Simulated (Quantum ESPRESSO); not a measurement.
# Ti3GaO7F: input and log of a self-consistent run

A calculation, not a measurement. The program is pw.x of Quantum ESPRESSO 7.5 (plane-wave density functional theory). The cell is made up: 12 atoms on a rutile lattice, with randomly drawn elements, strain and displacements, not relaxed. PseudoDojo standard norm-conserving files (v0.5 for PBE, v0.4.1 for LDA and PBEsol) set the functional; there is no spin polarisation, spin-orbit coupling or dispersion term, and the masses in the input are unused placeholders. A spin-polarised start on this cell or one of its family kept no moment above 0.05 Bohr magneton at the same smearing; a narrower smearing was not tried.

Input:

```
&control calculation='scf', pseudo_dir='./dojo.nc.sr.pbe.v0_5.standard.upf', outdir='./o', disk_io='low', tprnfor=.true., tstress=.true. /
&system ibrav=0, nat=12, ntyp=4, nbnd=55, ecutwfc=84.00895049, nosym=.true., tot_charge=0,
 occupations='smearing', smearing='fd', degauss=0.0018374661
/
&electrons conv_thr=7.350e-09, electron_maxstep=60, /
ATOMIC_SPECIES
F 1.0 F.upf
Ga 1.0 Ga.upf
O 1.0 O.upf
Ti 1.0 Ti.upf
CELL_PARAMETERS angstrom
4.6068 0.0 0.0
0.0 4.6068 0.0
0.0 0.0 5.8848
ATOMIC_POSITIONS angstrom
Ti 0.0158 0.0039 -0.0253
Ti 2.3064 2.3811 1.4736
Ga 0.0263 0.0267 2.8858
Ti 2.3312 2.294 4.4344
O 1.4342 1.4013 -0.0055
F 3.1514 3.1523 0.0362
O 3.7369 0.9206 1.4773
O 0.8983 3.6553 1.4901
O 1.3315 1.428 2.9661
O 3.2399 3.1814 2.9464
O 3.747 0.887 4.3921
O 0.8838 3.743 4.4143
K_POINTS automatic
5 5 4 1 1 1
```

The log is shortened where brackets say so; the opening notice, blank lines, dates and the lines on written files are dropped, and the path of the files is cut. It prints rydbergs, bohrs and kilobars, and counts compression as positive stress. With no partly filled state, the Fermi energy that it prints is only some level between the filled and the empty states on the mesh, and need not lie in the true gap.

```
     Program PWSCF v.7.5
     Parallel version (MPI & OpenMP), running on       4 processor cores
     Number of MPI processes:                 4
     Threads/MPI process:                     1
     [start-up lines left out]
     bravais-lattice index     =            0
     lattice parameter (alat)  =       8.7056  a.u.
     unit-cell volume          =     842.8048 (a.u.)^3
     number of atoms/cell      =           12
     number of atomic types    =            4
     number of electrons       =        98.00
     number of Kohn-Sham states=           55
     kinetic-energy cutoff     =      84.0090  Ry
     charge density cutoff     =     336.0358  Ry
     scf convergence threshold =      7.3E-09
     mixing beta               =       0.7000
     number of iterations used =            8  plain     mixing
     Exchange-correlation= PBE
                           (   1   4   3   4   0   0   0)
     [axes and pseudopotential details left out]
   Cartesian axes
     site n.     atom                  positions (alat units)
         1        Ti     tau(   1) = (   0.0034297   0.0008466  -0.0054919  )
         2        Ti     tau(   2) = (   0.5006512   0.5168664   0.3198750  )
         3        Ga     tau(   3) = (   0.0057090   0.0057958   0.6264218  )
         4        Ti     tau(   4) = (   0.5060346   0.4979595   0.9625771  )
         5        O      tau(   5) = (   0.3113224   0.3041808  -0.0011939  )
         6        F      tau(   6) = (   0.6840757   0.6842711   0.0078579  )
         7        O      tau(   7) = (   0.8111704   0.1998350   0.3206781  )
         8        O      tau(   8) = (   0.1949944   0.7934575   0.3234566  )
         9        O      tau(   9) = (   0.2890293   0.3099766   0.6438526  )
        10        O      tau(  10) = (   0.7032864   0.6905878   0.6395763  )
        11        O      tau(  11) = (   0.8133629   0.1925415   0.9533950  )
        12        O      tau(  12) = (   0.1918468   0.8124946   0.9582139  )
     number of k points=    50  Fermi-Dirac smearing, width (Ry)=  0.0018
                       cart. coord. in units 2pi/alat
        k(    1) = (   0.1000000   0.1000000   0.0978538), wk =   0.0400000
        k(    2) = (   0.1000000   0.1000000   0.2935614), wk =   0.0400000
     [further k points left out]
     Dense  grid:    87697 G-vectors     FFT dimensions: (  54,  54,  72)
     Estimated max dynamical RAM per process >     260.48 MB
     Estimated total dynamical RAM >     977.68 MB
     Initial potential from superposition of free atoms
     starting charge      97.9925, renormalised to      98.0000
     Starting wfcs are   71 randomized atomic wfcs
     total cpu time spent up to now is        5.5 secs
     per-process dynamical memory:   208.2 Mb
     Self-consistent Calculation
     iteration #  1     ecut=    84.01 Ry     beta= 0.70
     Davidson diagonalization with overlap
     ethr =  1.00E-02,  avg # of iterations =  2.0
     total cpu time spent up to now is       14.2 secs
     total energy              =    -788.21751313 Ry
     estimated scf accuracy    <       5.04302329 Ry
     iteration #  2     ecut=    84.01 Ry     beta= 0.70
     Davidson diagonalization with overlap
     ethr =  5.15E-03,  avg # of iterations =  8.9
     total cpu time spent up to now is       31.7 secs
     total energy              =    -779.66356478 Ry
     estimated scf accuracy    <      91.30840363 Ry
     iteration #  3     ecut=    84.01 Ry     beta= 0.70
     Davidson diagonalization with overlap
     ethr =  5.15E-03,  avg # of iterations =  6.2
     total cpu time spent up to now is       46.9 secs
     total energy              =    -791.04054088 Ry
     estimated scf accuracy    <       1.74268364 Ry
     iteration #  4     ecut=    84.01 Ry     beta= 0.70
     Davidson diagonalization with overlap
     ethr =  1.78E-03,  avg # of iterations =  2.1
     total cpu time spent up to now is       55.7 secs
     total energy              =    -791.05868776 Ry
     estimated scf accuracy    <       0.83003318 Ry
     iteration #  5     ecut=    84.01 Ry     beta= 0.70
     Davidson diagonalization with overlap
     ethr =  8.47E-04,  avg # of iterations =  1.0
     total cpu time spent up to now is       63.4 secs
     total energy              =    -790.92629186 Ry
     estimated scf accuracy    <       0.56785399 Ry
     [iterations 6 to 13 left out]
     iteration # 14     ecut=    84.01 Ry     beta= 0.70
     Davidson diagonalization with overlap
     ethr =  1.23E-08,  avg # of iterations =  3.3
     total cpu time spent up to now is      167.5 secs
     total energy              =    -790.97375030 Ry
     estimated scf accuracy    <       0.00001045 Ry
     iteration # 15     ecut=    84.01 Ry     beta= 0.70
     Davidson diagonalization with overlap
     ethr =  1.07E-08,  avg # of iterations =  3.9
     total cpu time spent up to now is      177.2 secs
     total energy              =    -790.97375197 Ry
     estimated scf accuracy    <       0.00000068 Ry
     iteration # 16     ecut=    84.01 Ry     beta= 0.70
     Davidson diagonalization with overlap
     ethr =  6.98E-10,  avg # of iterations =  5.5
     total cpu time spent up to now is      190.2 secs
     total energy              =    -790.97375227 Ry
     estimated scf accuracy    <       0.00000014 Ry
     iteration # 17     ecut=    84.01 Ry     beta= 0.70
     Davidson diagonalization with overlap
     ethr =  1.46E-10,  avg # of iterations =  4.1
     total cpu time spent up to now is      200.6 secs
     total energy              =    -790.97375230 Ry
     estimated scf accuracy    <          8.8E-09 Ry
     iteration # 18     ecut=    84.01 Ry     beta= 0.70
     Davidson diagonalization with overlap
     ethr =  9.02E-12,  avg # of iterations =  7.1
     total cpu time spent up to now is      214.6 secs
     End of self-consistent calculation
          k = 0.1000 0.1000 0.0979 ( 10970 PWs)   bands (ev):
   -48.1426 -48.0752 -47.9764 -24.9403 -24.4688 -24.4417 -24.3125 -24.2879
   -24.2682 -24.2417 -24.2306 -24.1828 -16.3384  -9.0994  -8.0760  -7.9644
    -7.7024  -7.6207  -7.4881  -7.2955  -3.7051  -3.6983  -3.6450  -3.4428
    -3.3542   0.8267   1.2243   1.9912   2.6252   4.1774   4.6150   4.7180
     4.8677   5.0135   5.4137   5.5130   6.0657   6.2980   6.4278   6.6370
     6.7910   6.8778   7.4085   7.5686   7.8038   7.9947   8.2564   8.3723
     8.9369  10.9125  11.3321  11.4082  11.5936  11.8188  11.8945
     [levels at the other k points left out]
     the Fermi energy is     9.9007 ev
!    total energy              =    -790.97375230 Ry
     estimated scf accuracy    <          1.0E-09 Ry
     smearing contrib. (-TS)   =       0.00000000 Ry
     internal energy E=F+TS    =    -790.97375230 Ry
     The total energy is F=E-TS. E is the sum of the following terms:
     one-electron contribution =    -271.58557580 Ry
     hartree contribution      =     194.30559828 Ry
     xc contribution           =    -164.10696251 Ry
     ewald contribution        =    -549.58681227 Ry
     convergence has been achieved in  18 iterations
     Forces acting on atoms (cartesian axes, Ry/au):
     atom    1 type  4   force =     0.06354501    0.08483022   -0.00540686
     atom    2 type  4   force =    -0.07642630   -0.10163527    0.20355372
     atom    3 type  2   force =    -0.00347838   -0.00201865    0.02917772
     atom    4 type  4   force =    -0.08261080   -0.07899116   -0.18762576
     atom    5 type  3   force =    -0.00149556   -0.00345631    0.00246022
     atom    6 type  1   force =     0.08035361    0.07967666   -0.03196227
     atom    7 type  3   force =    -0.03288114    0.00576633   -0.06429995
     atom    8 type  3   force =     0.01391292   -0.00503804   -0.05780152
     atom    9 type  3   force =     0.08418824    0.05319411    0.00607673
     atom   10 type  3   force =    -0.03077404   -0.01463140    0.00156978
     atom   11 type  3   force =    -0.04597674    0.02312026    0.05834446
     atom   12 type  3   force =     0.03164319   -0.04081675    0.04591373
     Total force =     0.403243     Total SCF correction =     0.000103
     Computing stress (Cartesian axis) and pressure
          total   stress  (Ry/bohr**3)                   (kbar)     P=       69.97
   0.00034130   0.00034639  -0.00007877           50.21       50.96      -11.59
   0.00034639   0.00037802  -0.00002743           50.96       55.61       -4.04
  -0.00007877  -0.00002743   0.00070753          -11.59       -4.04      104.08
     init_run     :      5.16s CPU      5.34s WALL (       1 calls)
     electrons    :    208.56s CPU    209.13s WALL (       1 calls)
     forces       :      1.80s CPU      1.82s WALL (       1 calls)
     stress       :      6.13s CPU      6.13s WALL (       1 calls)
     [timing details left out]
     PWSCF        :   3m41.83s CPU   3m42.68s WALL
     JOB DONE.
```

In other units: free energy -10761.746 eV for the cell, pressure 7.00 GPa, largest force component 5.234 eV/Å. A rerun of the same cell at another strain at a cutoff of 1437 eV and k mesh 7 x 7 x 6 moved values by no more than 0.004 eV in energy, 0.04 GPa in stress and 0.002 eV/Å in force.